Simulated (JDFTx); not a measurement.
An input for a modified build of JDFTx (Ru(0001), linear PCM (GLSSA13), water, 3 M NaF; bohr, hartree) and the course of its log:

```
lattice \
  5.1170574511 2.5585287161 0.0000000000 \
  0.0000000000 4.4315017383 0.0000000000 \
  0.0000000000 0.0000000000 57.4476741886
coords-type Lattice
ion Ru 0.6666666668 0.6666666668 -0.1052985200 0
ion Ru 0.0000000002 0.0000000002 -0.0350995070 0
ion Ru 0.6666666668 0.6666666668 0.0350995070 0
ion Ru 0.0000000002 0.0000000002 0.1052985200 0
ion-species pseudo/ru_pbe_v1.2.upf
elec-cutoff 20 100
elec-ex-corr gga-PBE
coulomb-interaction Slab 001
coulomb-truncation-embed 0 0 0
kpoint-folding 10 10 1
elec-smearing Fermi 0.01
elec-n-bands 43
target-mu -0.163167
electronic-scf nIterations 100 energyDiffThreshold 1e-07
fluid LinearPCM
pcm-variant GLSSA13
fluid-solvent H2O
fluid-cation Na+ 3
fluid-anion F- 3
fluid-minimize nIterations 400 knormThreshold 1e-11
wavefunction read f3.wfns
elec-initial-eigenvals f3.eigenvals
elec-initial-fillings read f3.fillings
fluid-initial-state f3.fluidState
dump-name f3_u0.$VAR
dump End State Ecomponents EigStats BandEigs Forces ElecDensity IonicPositions Fillings Kpoints Dtot FluidDebug BoundCharge FluidDensity
```

```
[one cycle in 5 is shown, and the last three; fluid-solver lines are left out]
	FillingsUpdate:  mu: -0.163167000  nElectrons: 65.563578
SCF: Cycle:  0   G: -368.092525823682593   dG: +1.460e+00   |Residual|: 1.279e-01   |deigs|: 5.504e-07
	FillingsUpdate:  mu: -0.163167000  nElectrons: 64.219709
SCF: Cycle:  5   G: -369.531119076917946   dG: -3.692e-02   |Residual|: 1.261e-02   |deigs|: 9.951e-04
	FillingsUpdate:  mu: -0.163167000  nElectrons: 64.042280
SCF: Cycle: 10   G: -369.552893957958133   dG: -2.465e-05   |Residual|: 3.635e-04   |deigs|: 2.397e-04
	FillingsUpdate:  mu: -0.163167000  nElectrons: 64.041320
SCF: Cycle: 15   G: -369.552900830137276   dG: -5.810e-07   |Residual|: 5.539e-05   |deigs|: 2.936e-04
	FillingsUpdate:  mu: -0.163167000  nElectrons: 64.042386
SCF: Cycle: 20   G: -369.552904059537639   dG: -3.177e-06   |Residual|: 1.799e-04   |deigs|: 5.165e-05
	FillingsUpdate:  mu: -0.163167000  nElectrons: 64.041850
SCF: Cycle: 25   G: -369.552904587744933   dG: -8.646e-07   |Residual|: 2.142e-04   |deigs|: 2.462e-05
	FillingsUpdate:  mu: -0.163167000  nElectrons: 64.039705
SCF: Cycle: 30   G: -369.552904406661526   dG: +2.464e-07   |Residual|: 2.928e-04   |deigs|: 1.001e-05
	FillingsUpdate:  mu: -0.163167000  nElectrons: 64.043730
SCF: Cycle: 35   G: -369.552898896021020   dG: +6.393e-06   |Residual|: 3.027e-04   |deigs|: 2.419e-05
	FillingsUpdate:  mu: -0.163167000  nElectrons: 64.039967
SCF: Cycle: 40   G: -369.552905014779071   dG: +6.618e-07   |Residual|: 1.504e-04   |deigs|: 2.169e-04
	FillingsUpdate:  mu: -0.163167000  nElectrons: 64.042793
SCF: Cycle: 45   G: -369.552903720886036   dG: +1.319e-06   |Residual|: 1.440e-04   |deigs|: 1.205e-05
	FillingsUpdate:  mu: -0.163167000  nElectrons: 64.042430
SCF: Cycle: 50   G: -369.552904222225379   dG: -1.316e-06   |Residual|: 1.317e-04   |deigs|: 4.812e-05
	FillingsUpdate:  mu: -0.163167000  nElectrons: 64.041371
SCF: Cycle: 55   G: -369.552905474304907   dG: +4.711e-08   |Residual|: 1.060e-04   |deigs|: 4.217e-05
	FillingsUpdate:  mu: -0.163167000  nElectrons: 64.042453
SCF: Cycle: 60   G: -369.552903842106957   dG: -1.427e-06   |Residual|: 1.622e-04   |deigs|: 1.561e-05
	FillingsUpdate:  mu: -0.163167000  nElectrons: 64.040653
SCF: Cycle: 65   G: -369.552905384296650   dG: -2.435e-07   |Residual|: 1.741e-04   |deigs|: 1.770e-05
	FillingsUpdate:  mu: -0.163167000  nElectrons: 64.043609
SCF: Cycle: 70   G: -369.552901275845443   dG: +4.071e-06   |Residual|: 2.064e-04   |deigs|: 3.757e-05
	FillingsUpdate:  mu: -0.163167000  nElectrons: 64.041011
SCF: Cycle: 75   G: -369.552905540695519   dG: -9.100e-08   |Residual|: 1.256e-04   |deigs|: 4.155e-06
	FillingsUpdate:  mu: -0.163167000  nElectrons: 64.040566
SCF: Cycle: 80   G: -369.552905101460340   dG: -9.126e-07   |Residual|: 2.360e-04   |deigs|: 1.332e-05
	FillingsUpdate:  mu: -0.163167000  nElectrons: 64.041766
SCF: Cycle: 85   G: -369.552905201941826   dG: +2.463e-07   |Residual|: 1.000e-04   |deigs|: 2.210e-05
	FillingsUpdate:  mu: -0.163167000  nElectrons: 64.041413
SCF: Cycle: 90   G: -369.552905660019860   dG: -9.027e-07   |Residual|: 3.675e-05   |deigs|: 2.347e-05
	FillingsUpdate:  mu: -0.163167000  nElectrons: 64.042095
SCF: Cycle: 95   G: -369.552904689302181   dG: -2.485e-07   |Residual|: 1.266e-04   |deigs|: 4.671e-05
	FillingsUpdate:  mu: -0.163167000  nElectrons: 64.042013
SCF: Cycle: 97   G: -369.552904824781706   dG: +1.817e-07   |Residual|: 1.221e-04   |deigs|: 8.447e-06
	FillingsUpdate:  mu: -0.163167000  nElectrons: 64.042426
SCF: Cycle: 98   G: -369.552904403349828   dG: +4.214e-07   |Residual|: 1.165e-04   |deigs|: 2.352e-05
	FillingsUpdate:  mu: -0.163167000  nElectrons: 64.042031
SCF: Cycle: 99   G: -369.552904904191280   dG: -5.008e-07   |Residual|: 1.041e-04   |deigs|: 4.964e-05
SCF: None of the convergence criteria satisfied after 100 iterations.
IonicMinimize: Iter:   0  G: -369.552904904191280  |grad|_K:  0.000e+00
IonicMinimize: Converged (|grad|_K<1.000000e-04).
```

This run gave no converged result. The loop ran out of cycles short of its threshold. It has stalled and not diverged: the last ten energies span 1e-06 Ha, so the total is near its end, but levels, forces and the electron count aren't shown converged.
